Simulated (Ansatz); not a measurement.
Input:

Ge:
```yaml
crystal:
  lattice:
    - [4.92308, 2.84234, 1.95335]
    - [-4.92308, 2.84234, 1.95335]
    - [0.00000, -5.68469, 1.95335]
  atoms:
    - { symbol: Ge, position: [0.71587, 0.71587, 0.71587] }
    - { symbol: Ge, position: [0.28413, 0.28413, 0.28413] }
    - { symbol: Ge, position: [0.03021, 0.72618, 0.53365] }
    - { symbol: Ge, position: [0.96979, 0.27382, 0.46635] }
    - { symbol: Ge, position: [0.53365, 0.03021, 0.72618] }
    - { symbol: Ge, position: [0.46635, 0.96979, 0.27382] }
    - { symbol: Ge, position: [0.72618, 0.53365, 0.03021] }
    - { symbol: Ge, position: [0.27382, 0.46635, 0.96979] }
```

This is the PBEsol-relaxed structure.

Q: All from the program Ansatz at the PBEsol level (PAW), unless another level is named. Predict the electronic character.

A: metallic (no gap).

Q: Next, the density of states at the Fermi level?

A: 0.12 states/eV per atom (mean over ±0.08 eV).

Q: Give the gap with spin–orbit coupling.

A: none (metallic).

Space group R-3. The workflow started from a Materials Project entry (that database holds measured and hypothetical structures alike); the Crystallography Open Database copy checked does not list it. It is not the phase usual at ambient conditions (space group No. 227). The PBEsol relaxation kept the symmetry of its start; its stability against distortions is not shown here. Scalar-relativistic: spin–orbit coupling is off unless named, which matters more the heavier the elements.

Potentials: the earlier of the program's two PAW sets. The files were generated under PBE; for other functionals the program regenerates the frozen cores, and for LDA and PBEsol the local potential too.
